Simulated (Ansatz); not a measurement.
## BaTiO3 (cubic perovskite), scan of one atom of the cell

BaTiO$_{3}$ (cubic perovskite)

```
CELL_PARAMETERS angstrom
      3.99442     0.00000     0.00000
      0.00000     3.99442     0.00000
      0.00000     0.00000     3.99442
ATOMIC_POSITIONS crystal
  Ba 0.00000 0.00000 0.00000
  Ti 0.50000 0.50000 0.50000
  O  0.00000 0.50000 0.50000
  O  0.50000 0.50000 0.00000
  O  0.50000 0.00000 0.50000
```

In this cell atom 5 (O, nearest neighbour Ti at 1.997 Å; its periodic images, 4.0 Å or more away, move with it) is moved by s towards the nearest neighbour, unit vector (0.000, -1.000, 0.000); all other atoms and the cell stay fixed.

Computed with r2SCAN (plane waves to 500 eV, PAW, scalar-relativistic; Ansatz, a first-principles code). k mesh 7×7×7 (Γ-centred), Fermi-Dirac smearing 0.05 eV. E stands for the smeared free energy. Compression counts positive. F∥ is the force on the atom along that direction. BaTiO3 is run without spin polarisation. BaTiO3 was relaxed with its symmetry unable to fall. The PAW data are Ansatz's earlier set. This is a high-temperature form of BaTiO3. ΔE is measured from the undisplaced structure.

| s (Å) | ΔE (eV/cell) | F∥ (eV/Å) | P (GPa) |
|---|---|---|---|
| -0.200 | 0.1348 | 1.693 | 3.15 |
| -0.160 | 0.0783 | 1.158 | 2.00 |
| -0.120 | 0.0405 | 0.751 | 1.11 |
| -0.080 | 0.0169 | 0.444 | 0.49 |
| -0.040 | 0.0040 | 0.205 | 0.12 |
| 0.000 | 0.0000 | 0.000 | 0.00 |
| 0.040 | 0.0040 | -0.205 | 0.12 |
| 0.080 | 0.0169 | -0.444 | 0.49 |
| 0.120 | 0.0405 | -0.751 | 1.11 |
| 0.160 | 0.0783 | -1.158 | 2.00 |
| 0.200 | 0.1348 | -1.693 | 3.15 |

Summary:

- Energy at s = 0.200 Å: 134.8 meV/cell
- Force along the line at s = -0.200 Å: 1.69 eV/Å
- Symmetry of the curve: even: the same for both signs
- Shape of the curve: a single well with its minimum at or next to zero displacement
- Force constant k = d²E/ds² at s = 0 (finite differences): 4.98 eV/Å²
- Harmonic estimate at the end of the scan: ½ks² = 99.6 meV/cell against the computed 134.8 meV/cell, so the well is stiffer than harmonic there

The 11 points together took around 2.2 core-minutes (rough).

(For displaced atoms, the force is minus the slope of the energy, and its curvature is a force constant, which sets phonon frequencies.)
